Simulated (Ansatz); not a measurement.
Eigenvalues along a path: TaN

```yaml
crystal:
  lattice:
    - [0.00000, 2.20853, 2.20853]
    - [2.20853, 0.00000, 2.20853]
    - [2.20853, 2.20853, 0.00000]
  atoms:
    - { symbol: Ta, position: [0.50000, 0.50000, 0.50000] }
    - { symbol: N, position: [0.00000, 0.00000, 0.00000] }
```

The cell comes from a relaxation on PAW files under the same functional, begun from a database entry that needn't be the ground state.

Computed with Ansatz 0.2.0; functional PBE, with spin–orbit coupling. Settings: a Γ-centred 11×11×11 k mesh, Fermi–Dirac smearing of 0.02 eV, no spin polarisation. Methods: LAPW: all electrons, basis error target 0.5 meV/atom.

This run: spin-orbit coupling on.

Path points, in fractions of the reciprocal vectors: Γ (0.000, 0.000, 0.000), X (0.500, 0.000, 0.500), U (0.625, 0.250, 0.625), K (0.375, 0.375, 0.750), L (0.500, 0.500, 0.500), W (0.500, 0.250, 0.750). The distance column jumps between branches of the path. Levels in eV from the Fermi level; bands 27 to 58, counted from the lowest band of the run. The gap is zero, the pressure 0.13 GPa.

```
# k(1/Å) point b27 b28 b29 b30 b31 b32 b33 b34 b35 b36 b37 b38 b39 b40 b41 b42 b43 b44 b45 b46 b47 b48 b49 b50 b51 b52 b53 b54 b55 b56 b57 b58
0.000 Γ -22.20 -22.20 -22.20 -22.20 -22.17 -22.17 -20.25 -20.25 -20.20 -20.20 -20.20 -20.20 -20.20 -20.20 -18.75 -18.75 -3.93 -3.93 -3.73 -3.73 -3.73 -3.73 -2.22 -2.22 -2.22 -2.22 -1.84 -1.84 0.12 0.12 0.12 0.12
0.178 - -22.20 -22.20 -22.20 -22.20 -22.17 -22.17 -20.25 -20.25 -20.20 -20.20 -20.20 -20.20 -20.20 -20.20 -18.63 -18.63 -4.68 -4.68 -4.14 -4.14 -3.98 -3.98 -2.31 -2.31 -1.74 -1.74 -1.48 -1.48 0.18 0.18 0.74 0.74
0.356 - -22.20 -22.20 -22.20 -22.20 -22.17 -22.17 -20.25 -20.25 -20.21 -20.21 -20.21 -20.21 -20.20 -20.20 -18.29 -18.29 -6.15 -6.15 -4.56 -4.56 -4.36 -4.36 -2.77 -2.77 -0.77 -0.77 -0.56 -0.56 0.38 0.38 1.25 1.25
0.533 - -22.20 -22.20 -22.20 -22.20 -22.17 -22.17 -20.25 -20.25 -20.21 -20.21 -20.21 -20.21 -20.20 -20.20 -17.86 -17.86 -7.36 -7.36 -4.86 -4.86 -4.63 -4.63 -3.40 -3.40 0.34 0.34 0.45 0.45 0.80 0.80 1.74 1.74
0.711 - -22.20 -22.20 -22.20 -22.20 -22.17 -22.17 -20.25 -20.25 -20.22 -20.22 -20.21 -20.21 -20.19 -20.19 -17.49 -17.49 -8.04 -8.04 -5.01 -5.01 -4.73 -4.73 -4.04 -4.04 0.95 0.95 1.42 1.42 1.80 1.80 2.35 2.35
0.889 - -22.20 -22.20 -22.20 -22.20 -22.17 -22.17 -20.24 -20.24 -20.22 -20.22 -20.21 -20.21 -20.19 -20.19 -17.33 -17.33 -8.08 -8.08 -5.01 -5.01 -4.71 -4.71 -4.59 -4.59 1.36 1.36 2.29 2.29 2.75 2.75 3.07 3.07
1.067 - -22.20 -22.20 -22.20 -22.20 -22.17 -22.17 -20.23 -20.23 -20.22 -20.22 -20.21 -20.21 -20.19 -20.19 -17.37 -17.37 -7.62 -7.62 -5.03 -5.03 -4.92 -4.92 -4.58 -4.58 1.72 1.72 2.86 2.86 3.38 3.38 3.79 3.79
1.245 - -22.20 -22.20 -22.19 -22.19 -22.17 -22.17 -20.23 -20.23 -20.22 -20.22 -20.22 -20.22 -20.19 -20.19 -17.47 -17.47 -7.02 -7.02 -5.30 -5.30 -4.80 -4.80 -4.47 -4.47 1.97 1.97 3.11 3.11 3.67 3.67 4.34 4.34
1.422 X -22.20 -22.20 -22.19 -22.19 -22.17 -22.17 -20.22 -20.22 -20.22 -20.22 -20.21 -20.21 -20.19 -20.19 -17.52 -17.52 -6.75 -6.75 -5.39 -5.39 -4.74 -4.74 -4.42 -4.42 2.07 2.07 3.17 3.17 3.74 3.74 4.54 4.54
1.485 - -22.20 -22.20 -22.19 -22.19 -22.17 -22.17 -20.22 -20.22 -20.22 -20.22 -20.21 -20.21 -20.19 -20.19 -17.51 -17.51 -6.76 -6.76 -5.47 -5.47 -4.72 -4.72 -4.40 -4.40 2.12 2.12 3.15 3.15 3.72 3.72 4.56 4.56
1.548 - -22.20 -22.20 -22.19 -22.19 -22.17 -22.17 -20.22 -20.22 -20.22 -20.22 -20.21 -20.21 -20.19 -20.19 -17.48 -17.48 -6.78 -6.78 -5.67 -5.67 -4.77 -4.77 -4.27 -4.27 2.30 2.30 3.11 3.11 3.67 3.67 4.61 4.61
1.611 - -22.20 -22.20 -22.19 -22.19 -22.17 -22.17 -20.23 -20.23 -20.22 -20.22 -20.21 -20.21 -20.19 -20.19 -17.42 -17.42 -6.81 -6.81 -5.92 -5.92 -4.91 -4.91 -4.04 -4.04 2.56 2.56 3.04 3.04 3.59 3.59 4.68 4.68
1.674 - -22.20 -22.20 -22.19 -22.19 -22.17 -22.17 -20.23 -20.23 -20.22 -20.22 -20.21 -20.21 -20.19 -20.19 -17.35 -17.35 -6.87 -6.87 -6.18 -6.18 -5.11 -5.11 -3.76 -3.76 2.88 2.88 2.93 2.93 3.51 3.51 4.73 4.73
1.737 - -22.20 -22.20 -22.19 -22.19 -22.18 -22.18 -20.23 -20.23 -20.22 -20.22 -20.21 -20.21 -20.19 -20.19 -17.25 -17.25 -6.97 -6.97 -6.43 -6.43 -5.35 -5.35 -3.43 -3.43 2.80 2.80 3.08 3.08 3.58 3.58 4.76 4.76
1.800 - -22.20 -22.20 -22.19 -22.19 -22.18 -22.18 -20.23 -20.23 -20.22 -20.22 -20.21 -20.21 -20.19 -20.19 -17.15 -17.15 -7.14 -7.14 -6.62 -6.62 -5.59 -5.59 -3.06 -3.06 2.64 2.64 3.00 3.00 3.96 3.96 4.73 4.73
1.863 - -22.20 -22.20 -22.19 -22.19 -22.18 -22.18 -20.23 -20.23 -20.22 -20.22 -20.21 -20.21 -20.19 -20.19 -17.03 -17.03 -7.40 -7.40 -6.73 -6.73 -5.84 -5.84 -2.65 -2.65 2.46 2.46 2.83 2.83 4.44 4.44 4.66 4.66
1.925 U -22.20 -22.20 -22.19 -22.19 -22.18 -22.18 -20.24 -20.24 -20.22 -20.22 -20.21 -20.21 -20.19 -20.19 -16.91 -16.91 -7.70 -7.70 -6.80 -6.80 -6.07 -6.07 -2.20 -2.20 2.26 2.26 2.62 2.62 4.54 4.54 4.96 4.96
2.796 K -22.20 -22.20 -22.19 -22.19 -22.18 -22.18 -20.24 -20.24 -20.22 -20.22 -20.21 -20.21 -20.19 -20.19 -16.91 -16.91 -7.70 -7.70 -6.80 -6.80 -6.07 -6.07 -2.20 -2.20 2.26 2.26 2.62 2.62 4.54 4.54 4.96 4.96
2.985 - -22.20 -22.20 -22.20 -22.20 -22.18 -22.18 -20.24 -20.24 -20.22 -20.22 -20.21 -20.21 -20.19 -20.19 -16.57 -16.57 -8.53 -8.53 -6.93 -6.93 -6.62 -6.62 -0.67 -0.67 1.60 1.60 1.90 1.90 4.00 4.00 6.46 6.46
3.174 - -22.20 -22.20 -22.20 -22.20 -22.17 -22.17 -20.25 -20.25 -20.22 -20.22 -20.21 -20.21 -20.19 -20.19 -16.42 -16.42 -9.02 -9.02 -7.12 -7.12 -6.71 -6.71 0.82 0.82 0.88 0.88 1.22 1.22 3.34 3.34 7.38 7.38
3.362 - -22.21 -22.21 -22.20 -22.20 -22.17 -22.17 -20.25 -20.25 -20.21 -20.21 -20.21 -20.21 -20.19 -20.19 -16.59 -16.59 -8.94 -8.94 -7.13 -7.13 -6.50 -6.50 0.09 0.09 0.41 0.41 1.85 1.85 2.71 2.71 6.57 6.57
3.551 - -22.21 -22.21 -22.20 -22.20 -22.17 -22.17 -20.25 -20.25 -20.21 -20.21 -20.21 -20.21 -20.19 -20.19 -17.05 -17.05 -8.29 -8.29 -6.83 -6.83 -6.08 -6.08 -0.64 -0.64 -0.24 -0.24 1.49 1.49 1.95 1.95 5.56 5.56
3.739 - -22.20 -22.20 -22.20 -22.20 -22.17 -22.17 -20.25 -20.25 -20.21 -20.21 -20.21 -20.21 -20.19 -20.19 -17.66 -17.66 -7.22 -7.22 -6.21 -6.21 -5.50 -5.50 -1.26 -1.26 -0.83 -0.83 0.38 0.38 1.26 1.26 4.29 4.29
3.928 - -22.20 -22.20 -22.20 -22.20 -22.17 -22.17 -20.25 -20.25 -20.21 -20.21 -20.21 -20.21 -20.20 -20.20 -18.22 -18.22 -5.91 -5.91 -5.33 -5.33 -4.80 -4.80 -1.73 -1.73 -1.38 -1.38 -0.75 -0.75 0.78 0.78 2.47 2.47
4.117 - -22.20 -22.20 -22.20 -22.20 -22.17 -22.17 -20.25 -20.25 -20.21 -20.21 -20.20 -20.20 -20.20 -20.20 -18.61 -18.61 -4.57 -4.57 -4.35 -4.35 -4.12 -4.12 -2.05 -2.05 -1.89 -1.89 -1.54 -1.54 0.38 0.38 0.87 0.87
4.305 Γ -22.20 -22.20 -22.20 -22.20 -22.17 -22.17 -20.25 -20.25 -20.20 -20.20 -20.20 -20.20 -20.20 -20.20 -18.75 -18.75 -3.93 -3.93 -3.73 -3.73 -3.73 -3.73 -2.22 -2.22 -2.22 -2.22 -1.84 -1.84 0.12 0.12 0.12 0.12
4.459 - -22.20 -22.20 -22.20 -22.20 -22.17 -22.17 -20.25 -20.25 -20.20 -20.20 -20.20 -20.20 -20.20 -20.20 -18.66 -18.66 -4.33 -4.33 -4.14 -4.14 -4.10 -4.10 -2.03 -2.03 -2.02 -2.02 -1.67 -1.67 0.50 0.50 0.50 0.50
4.613 - -22.20 -22.20 -22.20 -22.20 -22.17 -22.17 -20.25 -20.25 -20.21 -20.21 -20.21 -20.21 -20.20 -20.20 -18.38 -18.38 -5.33 -5.33 -4.83 -4.83 -4.82 -4.82 -1.70 -1.70 -1.62 -1.62 -1.33 -1.33 1.41 1.41 1.42 1.42
4.767 - -22.20 -22.20 -22.20 -22.20 -22.17 -22.17 -20.25 -20.25 -20.21 -20.21 -20.21 -20.21 -20.20 -20.20 -17.96 -17.96 -6.47 -6.47 -5.57 -5.57 -5.55 -5.55 -1.31 -1.31 -1.09 -1.09 -0.88 -0.88 2.58 2.58 2.60 2.60
4.921 - -22.21 -22.21 -22.20 -22.20 -22.17 -22.17 -20.26 -20.26 -20.21 -20.21 -20.21 -20.21 -20.19 -20.19 -17.44 -17.44 -7.60 -7.60 -6.25 -6.25 -6.20 -6.20 -0.85 -0.85 -0.43 -0.43 -0.26 -0.26 3.83 3.83 3.88 3.88
5.075 - -22.21 -22.21 -22.20 -22.20 -22.17 -22.17 -20.26 -20.26 -20.21 -20.21 -20.21 -20.21 -20.19 -20.19 -16.86 -16.86 -8.62 -8.62 -6.80 -6.80 -6.74 -6.74 -0.26 -0.26 0.31 0.31 0.47 0.47 4.74 4.74 5.11 5.11
5.229 - -22.21 -22.21 -22.20 -22.20 -22.17 -22.17 -20.26 -20.26 -20.21 -20.21 -20.21 -20.21 -20.19 -20.19 -16.32 -16.32 -9.47 -9.47 -7.21 -7.21 -7.13 -7.13 0.48 0.48 1.02 1.02 1.22 1.22 4.72 4.72 6.21 6.21
5.383 - -22.21 -22.21 -22.20 -22.20 -22.17 -22.17 -20.26 -20.26 -20.21 -20.21 -20.21 -20.21 -20.19 -20.19 -15.91 -15.91 -10.06 -10.06 -7.46 -7.46 -7.38 -7.38 1.29 1.29 1.58 1.58 1.84 1.84 4.13 4.13 7.06 7.06
5.537 L -22.21 -22.21 -22.20 -22.20 -22.17 -22.17 -20.26 -20.26 -20.21 -20.21 -20.21 -20.21 -20.18 -20.18 -15.76 -15.76 -10.27 -10.27 -7.54 -7.54 -7.46 -7.46 1.71 1.71 1.79 1.79 2.18 2.18 3.64 3.64 7.41 7.41
5.663 - -22.21 -22.21 -22.20 -22.20 -22.17 -22.17 -20.26 -20.26 -20.21 -20.21 -20.21 -20.21 -20.19 -20.19 -15.80 -15.80 -10.19 -10.19 -7.51 -7.51 -7.42 -7.42 1.50 1.50 1.71 1.71 2.10 2.10 4.01 4.01 7.34 7.34
5.789 - -22.21 -22.21 -22.20 -22.20 -22.17 -22.17 -20.26 -20.26 -20.21 -20.21 -20.21 -20.21 -20.19 -20.19 -15.93 -15.93 -9.94 -9.94 -7.41 -7.41 -7.29 -7.29 1.01 1.01 1.48 1.48 2.13 2.13 4.68 4.68 7.14 7.14
5.914 - -22.21 -22.21 -22.20 -22.20 -22.17 -22.17 -20.25 -20.25 -20.21 -20.21 -20.21 -20.21 -20.19 -20.19 -16.12 -16.12 -9.56 -9.56 -7.27 -7.27 -7.10 -7.10 0.53 0.53 1.08 1.08 2.31 2.31 5.11 5.11 6.77 6.77
6.040 - -22.20 -22.20 -22.20 -22.20 -22.17 -22.17 -20.25 -20.25 -20.21 -20.21 -20.21 -20.21 -20.19 -20.19 -16.34 -16.34 -9.09 -9.09 -7.13 -7.13 -6.88 -6.88 0.17 0.17 0.64 0.64 2.57 2.57 5.04 5.04 6.25 6.25
6.166 - -22.20 -22.20 -22.20 -22.20 -22.17 -22.17 -20.24 -20.24 -20.22 -20.22 -20.21 -20.21 -20.19 -20.19 -16.54 -16.54 -8.57 -8.57 -7.02 -7.02 -6.67 -6.67 -0.07 -0.07 0.26 0.26 2.86 2.86 4.73 4.73 5.65 5.65
6.292 - -22.20 -22.20 -22.19 -22.19 -22.18 -22.18 -20.24 -20.24 -20.22 -20.22 -20.21 -20.21 -20.19 -20.19 -16.71 -16.71 -8.05 -8.05 -6.97 -6.97 -6.52 -6.52 -0.20 -0.20 0.00 0.00 3.12 3.12 4.42 4.42 5.07 5.07
6.417 - -22.20 -22.20 -22.19 -22.19 -22.18 -22.18 -20.24 -20.24 -20.22 -20.22 -20.21 -20.21 -20.19 -20.19 -16.82 -16.82 -7.61 -7.61 -6.99 -6.99 -6.47 -6.47 -0.26 -0.26 -0.10 -0.10 3.29 3.29 4.23 4.23 4.63 4.63
6.543 W -22.20 -22.20 -22.19 -22.19 -22.18 -22.18 -20.23 -20.23 -20.22 -20.22 -20.22 -20.22 -20.19 -20.19 -16.85 -16.85 -7.38 -7.38 -7.06 -7.06 -6.47 -6.47 -0.27 -0.27 -0.13 -0.13 3.33 3.33 4.18 4.18 4.47 4.47
6.632 - -22.20 -22.20 -22.19 -22.19 -22.18 -22.18 -20.23 -20.23 -20.22 -20.22 -20.21 -20.21 -20.19 -20.19 -16.88 -16.88 -7.31 -7.31 -7.03 -7.03 -6.45 -6.45 -0.90 -0.90 0.49 0.49 3.32 3.32 4.08 4.08 4.56 4.56
6.721 - -22.20 -22.20 -22.19 -22.19 -22.18 -22.18 -20.23 -20.23 -20.22 -20.22 -20.21 -20.21 -20.19 -20.19 -16.96 -16.96 -7.14 -7.14 -6.90 -6.90 -6.40 -6.40 -1.58 -1.58 1.15 1.15 3.29 3.29 3.91 3.91 4.71 4.71
6.810 - -22.20 -22.20 -22.19 -22.19 -22.18 -22.18 -20.23 -20.23 -20.22 -20.22 -20.21 -20.21 -20.19 -20.19 -17.08 -17.08 -7.02 -7.02 -6.57 -6.57 -6.32 -6.32 -2.23 -2.23 1.76 1.76 3.21 3.21 3.75 3.75 4.82 4.82
6.899 - -22.20 -22.20 -22.19 -22.19 -22.18 -22.18 -20.23 -20.23 -20.22 -20.22 -20.21 -20.21 -20.19 -20.19 -17.21 -17.21 -6.94 -6.94 -6.19 -6.19 -6.10 -6.10 -2.86 -2.86 2.30 2.30 3.04 3.04 3.64 3.64 4.86 4.86
6.988 - -22.20 -22.20 -22.19 -22.19 -22.18 -22.18 -20.23 -20.23 -20.22 -20.22 -20.21 -20.21 -20.19 -20.19 -17.33 -17.33 -6.86 -6.86 -6.01 -6.01 -5.58 -5.58 -3.43 -3.43 2.71 2.71 2.80 2.80 3.61 3.61 4.80 4.80
7.076 - -22.20 -22.20 -22.19 -22.19 -22.17 -22.17 -20.23 -20.23 -20.22 -20.22 -20.21 -20.21 -20.19 -20.19 -17.43 -17.43 -6.80 -6.80 -5.78 -5.78 -5.10 -5.10 -3.94 -3.94 2.46 2.46 3.01 3.01 3.64 3.64 4.68 4.68
7.165 - -22.20 -22.20 -22.19 -22.19 -22.17 -22.17 -20.22 -20.22 -20.22 -20.22 -20.21 -20.21 -20.19 -20.19 -17.50 -17.50 -6.77 -6.77 -5.53 -5.53 -4.77 -4.77 -4.32 -4.32 2.18 2.18 3.14 3.14 3.71 3.71 4.58 4.58
7.254 X -22.20 -22.20 -22.19 -22.19 -22.17 -22.17 -20.22 -20.22 -20.22 -20.22 -20.21 -20.21 -20.19 -20.19 -17.52 -17.52 -6.75 -6.75 -5.39 -5.39 -4.74 -4.74 -4.42 -4.42 2.07 2.07 3.17 3.17 3.74 3.74 4.54 4.54
```
